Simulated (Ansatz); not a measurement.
With plane-wave PAW PBEsol (Ansatz code), MoRu in the L1₀ or tetragonal B2 structure (P4/mmm) relaxes to a = 2.745 Å, c = 3.806 Å. Ru has 12 nearest neighbours from 2.72 Å (cuboctahedral); Mo has 12 nearest neighbours from 2.72 Å (cuboctahedral). Its formation energy from the elements is 0.064 eV/atom, with no fitted shifts.

Electronic character: metallic (no gap). Gap from PBEsol with spin–orbit coupling: none (metallic).

An equation-of-state fit gives a bulk modulus of 3040 kbar. The relaxed-ion elastic constants in GPa are C11 = 530, C12 = 130, C13 = 244, C33 = 438, C44 = 165, C66 = 82.7. The elastic constants imply a Debye temperature near 468 K. The highest mode at Γ lies at 6.46 THz.

The start of the workflow was typed in or built on a structure type; neither database checked (COD, Materials Project) lists it. Whether it is the stable phase at ambient conditions was not checked. The cell was relaxed with PBEsol under the symmetry of its start; its stability against distortions is not shown here. No spin polarisation was allowed. As this level gives no gap, shear constants depend on the k-mesh and smearing (Fermi–Dirac, 0.1 eV here). As this level gives no gap, phonon frequencies hold no LO–TO term and depend on the k-mesh and smearing (Fermi–Dirac, 0.1 eV here). Axis ratios of metals converge slowly with the k-mesh, so a and c are less sure than the volume. The references are the lowest solids computed at this level, not always the standard phases. Scalar-relativistic: spin–orbit coupling is off unless named, which matters more the heavier the elements.

Potentials: the later of the program's two PAW sets.
